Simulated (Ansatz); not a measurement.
NaMgF3:
```cif
data_F3MgNa
_chemical_formula_sum 'Na1 Mg1 F3'
_space_group_name_H-M_alt 'P 1'
_space_group_IT_number 1
_cell_length_a 3.88691
_cell_length_b 3.88691
_cell_length_c 3.88691
_cell_angle_alpha 90.000
_cell_angle_beta 90.000
_cell_angle_gamma 90.000
loop_
_space_group_symop_operation_xyz
  'x, y, z'
loop_
_atom_site_label
_atom_site_type_symbol
_atom_site_fract_x
_atom_site_fract_y
_atom_site_fract_z
_atom_site_occupancy
Na1 Na 0.00000 0.00000 0.00000 1
Mg1 Mg 0.50000 0.50000 0.50000 1
F1 F 0.50000 0.50000 0.00000 1
F2 F 0.00000 0.50000 0.50000 1
F3 F 0.50000 0.00000 0.50000 1
```

Relaxed with r²SCAN. Independent-particle spectrum: no excitons, no local fields, no scissors shift; 0.1 eV broadening; ε₁ of the summed bands alone.

Problem. Tabulate the dielectric function from r²SCAN in the plane-wave PAW code Ansatz.

Solution. 

| E (eV) | ε₁ xx | ε₂ xx |
|---|---|---|
| 0.0 | 1.69 | 0.00 |
| 0.3 | 1.69 | 0.00 |
| 0.6 | 1.70 | 0.00 |
| 0.9 | 1.70 | 0.00 |
| 1.2 | 1.70 | 0.00 |
| 1.5 | 1.70 | 0.00 |
| 1.8 | 1.71 | 0.00 |
| 2.1 | 1.71 | 0.00 |
| 2.4 | 1.72 | 0.00 |
| 2.7 | 1.72 | 0.00 |
| 3.0 | 1.73 | 0.00 |
| 3.3 | 1.74 | 0.00 |
| 3.6 | 1.75 | 0.00 |
| 3.9 | 1.76 | 0.00 |
| 4.2 | 1.77 | 0.00 |
| 4.5 | 1.78 | 0.00 |
| 4.8 | 1.80 | 0.00 |
| 5.1 | 1.81 | 0.00 |
| 5.4 | 1.83 | 0.00 |
| 5.7 | 1.86 | 0.00 |
| 6.0 | 1.88 | 0.00 |
| 6.3 | 1.92 | 0.00 |
| 6.6 | 1.96 | 0.00 |
| 6.9 | 2.01 | 0.00 |
| 7.2 | 2.09 | 0.00 |
| 7.5 | 2.27 | 0.04 |
| 7.8 | 2.29 | 0.29 |
| 8.1 | 2.23 | 0.40 |
| 8.4 | 2.18 | 0.47 |
| 8.7 | 2.13 | 0.52 |
| 9.0 | 2.09 | 0.56 |
| 9.3 | 2.05 | 0.60 |
| 9.6 | 2.01 | 0.62 |
| 9.9 | 1.98 | 0.65 |
| 10.2 | 1.94 | 0.68 |
| 10.5 | 1.90 | 0.69 |
| 10.8 | 1.88 | 0.69 |
| 11.1 | 1.89 | 0.67 |
| 11.4 | 1.83 | 0.71 |
| 11.7 | 1.82 | 0.67 |
| 12.0 | 1.92 | 0.65 |

Problem. From ε at 8.1 eV (xx: 2.23 + 0.40i), find n, k, the normal reflectivity and the absorption coefficient.

Solution. n = 1.50, k = 0.133, R = 4 %, α = 2kE/ħc = 110000 cm⁻¹.

With all bands, ε∞ without local fields is 1.88.

Space group Pm-3m (cubic perovskite). The workflow started from a Materials Project entry (that database holds measured and hypothetical structures alike); the Crystallography Open Database copy checked does not list it. COD files the formula under space group No. 62. Whether it is the stable phase at ambient conditions was not checked. The r²SCAN relaxation kept the symmetry of its start; its stability against distortions is not shown here.

Potentials: the later of the program's two PAW sets.
